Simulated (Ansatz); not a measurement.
## Sc2Si2Au7: relaxation (Ansatz)

Run with:

```bash
ansatz run input.yaml --threads 2 --pin off --max-ram 3584MiB --backend cpu --events-out ev --progress --plain --runs-dir out
```

input.yaml:

```yaml
crystal:
  lattice:
    - [3.765852, 4.921145, 0.0]
    - [3.765852, -4.921145, 0.0]
    - [1.19861, 0.0, -5.288511]
  atoms:
    - { symbol: Au, position: [0.3934, 0.0782, 0.7863] }
    - { symbol: Au, position: [0.9218, 0.6066, 0.2137] }
    - { symbol: Au, position: [0.6066, 0.9218, 0.2137] }
    - { symbol: Au, position: [0.0782, 0.3934, 0.7863] }
    - { symbol: Au, position: [0.0, 0.0, 0.5] }
    - { symbol: Au, position: [0.3934, 0.3934, 0.2792] }
    - { symbol: Au, position: [0.6066, 0.6066, 0.7208] }
    - { symbol: Sc, position: [0.30944, 0.69056, 0.0] }
    - { symbol: Sc, position: [0.69056, 0.30944, 0.0] }
    - { symbol: Si, position: [0.22379, 0.22379, 0.59156] }
    - { symbol: Si, position: [0.77621, 0.77621, 0.40844] }
  symmetry: { tolerance: 0.0003 }
kpoints:
  mp_grid: { grid: [3, 3, 4], shift: [0, 0, 0] }
magnetization:
  spin_polarized: false
scf:
  occupations: { method: methfessel_paxton, width: 0.0868 }
  lower_state_search: "off"
hamiltonian:
  pseudopotentials: { kind: paw }
  xc: pbe
basis:
  ecutwfc: 420
  fft_grid_basis: typed
relax:
  max_steps: 80
  cell: { p_target: 0.0 }
output:
  forces: true
  stress: true
  eigenvalues: true
  bader: false
  populations: true
  elf: true
  write_potential: true
  volumetric_format: npy
  dos:
    e_range: [-12, 8]
    de: 0.05
    projected: { site_lists: { Au: [Au], Sc: [Sc], Si: [Si] } }
  write_density: true
checkpoint:
  read: saved_state
```

Origin of the cell: a known structure type with other elements, at an estimated volume, so it need not be a known compound.

The saved state is a converged single point of the same cell.

Steps («new basis» is an SCF on plane waves selected anew at the same cell):

| step | ΔF (meV/atom) | max force component (eV/Å) | P (GPa) | volume (Å³) | SCF iterations | step was |
| --- | --- | --- | --- | --- | --- | --- |
| 1 | 0.0 | 9.537 | 86.83 | 196.02 | 6 | accepted |
| 2 | -1467.3 | 3.444 | 40.87 | 223.21 | 8 | accepted |
| 3 | -2045.2 | 1.575 | 18.31 | 249.52 | 8 | accepted |
| 4 | -2278.9 | 0.786 | 6.23 | 269.49 | 8 | accepted |
| 5 | -2345.5 | 0.435 | 0.80 | 278.37 | 8 | accepted |
| 6 | -2374.3 | 0.462 | -0.24 | 272.20 | 7 | accepted |
| 7 | -2403.8 | 0.859 | 0.12 | 260.12 | 8 | accepted |
| 8 | -2378.3 | 1.673 | 2.63 | 248.42 | 8 | rejected |
| 9 | -2418.5 | 0.343 | -0.34 | 258.62 | 12 | accepted |
| 10 | -2435.7 | 0.169 | -0.67 | 253.62 | 7 | accepted |
| 11 | -2455.8 | 0.362 | -0.28 | 244.79 | 8 | accepted |
| 12 | -2493.5 | 0.717 | -0.44 | 232.46 | 8 | accepted |
| 13 | -2546.2 | 0.992 | 0.26 | 218.03 | 8 | accepted |
| 14 | -2578.0 | 1.243 | 2.85 | 204.63 | 8 | accepted |
| 15 | -2632.8 | 0.717 | 1.27 | 199.82 | 8 | accepted |
| 16 | -2640.9 | 0.278 | 2.90 | 193.85 | 7 | accepted |
| 17 | -2654.2 | 0.157 | -1.46 | 203.09 | 8 | accepted |
| 18 | -2618.7 | 1.165 | 2.37 | 198.25 | 8 | rejected |
| 19 | -2659.6 | 0.143 | -0.34 | 200.07 | 11 | accepted |
| 20 | -2663.0 | 0.136 | 0.06 | 199.10 | 6 | accepted |
| 21 | -2667.5 | 0.122 | 0.54 | 198.27 | 6 | accepted |
| 22 | -2676.2 | 0.214 | 0.72 | 198.28 | 7 | accepted |
| 23 | -2686.7 | 0.217 | 1.11 | 198.34 | 6 | accepted |
| 24 | -2690.7 | 0.388 | -0.09 | 201.40 | 8 | accepted |
| 25 | -2694.0 | 0.063 | 0.01 | 201.35 | 6 | accepted |
| 26 | -2694.1 | 0.034 | -0.24 | 201.62 | 6 | accepted |
| 27 | -2694.1 | 0.017 | 0.22 | 201.05 | 6 | accepted |
| 28 | -2694.2 | 0.006 | -0.05 | 201.33 | 5 | accepted |
| 29 | -2694.2 | 0.001 | 0.00 | 201.30 | 5 | accepted |
| 30 | -2726.0 | 0.014 | 2.47 | 201.30 | 9 | new basis |
| 31 | -2745.4 | 0.060 | 1.53 | 202.18 | 6 | accepted |
| 32 | -2755.1 | 0.066 | 0.04 | 204.35 | 6 | accepted |
| 33 | -2755.4 | 0.057 | -0.27 | 204.90 | 6 | accepted |
| 34 | -2755.8 | 0.029 | 0.03 | 204.28 | 5 | accepted |
| 35 | -2755.8 | 0.006 | -0.01 | 204.36 | 5 | accepted |
| 36 | -2756.0 | 0.007 | 0.00 | 204.36 | 6 | new basis |

The starting structure.

Space group C2/m (No. 12); the run's cell has a = 6.197 Å, b = 6.197 Å, c = 5.423 Å, α = 82.28°, β = 82.28°, γ = 105.15°. Shortest distances: Au–Si 1.86 Å, Au–Sc 2.41 Å, Au–Au 2.94 Å.

After:

Space group C2/m (No. 12); the run's cell has a = 6.807 Å, b = 6.807 Å, c = 5.115 Å, α = 68.30°, β = 68.30°, γ = 84.62°. Shortest distances: Au–Si 2.46 Å, Au–Au 2.84 Å, Au–Sc 2.92 Å, Sc–Si 3.01 Å.

```
CELL_PARAMETERS angstrom
5.01645 4.58181 -0.41678
5.01645 -4.58181 -0.41678
2.18195 0.00000 -4.62679
ATOMIC_POSITIONS crystal
Au 0.56376 0.10412 0.66522
Au 0.89588 0.43624 0.33478
Au 0.43624 0.89588 0.33478
Au 0.10412 0.56376 0.66522
Au 0.00000 0.00000 0.50000
Au 0.64552 0.64552 0.98041
Au 0.35448 0.35448 0.01959
Sc 0.21407 0.78593 0.00000
Sc 0.78593 0.21407 0.00000
Si 0.23518 0.23518 0.57289
Si 0.76482 0.76482 0.42711
```

| Property | Result |
| --- | --- |
| Free energy lowered by | 2756.0 meV/atom |
| Volume change | 4.25 % |
| Final pressure | 0.00 GPa |
| Relaxation steps listed | 36 |
| Formation energy (elements under the same functional, gases as molecules, uncorrected) | -0.408 eV/atom |

Caveats: no moments, though an odd count or open d shells may carry them; no spin-orbit coupling, though heavy elements are present; the given cell is far from equilibrium, with atoms too close or a volume far off; the k mesh is coarse if the cell is a metal; the relaxation held the start's symmetry, so the end may be a saddle point.

The run took 4.3 min on 2 threads of Intel(R) Xeon(R) Platinum 8488C (Sapphire Rapids), on a shared host, peak memory 0.76 GiB, from a saved density.
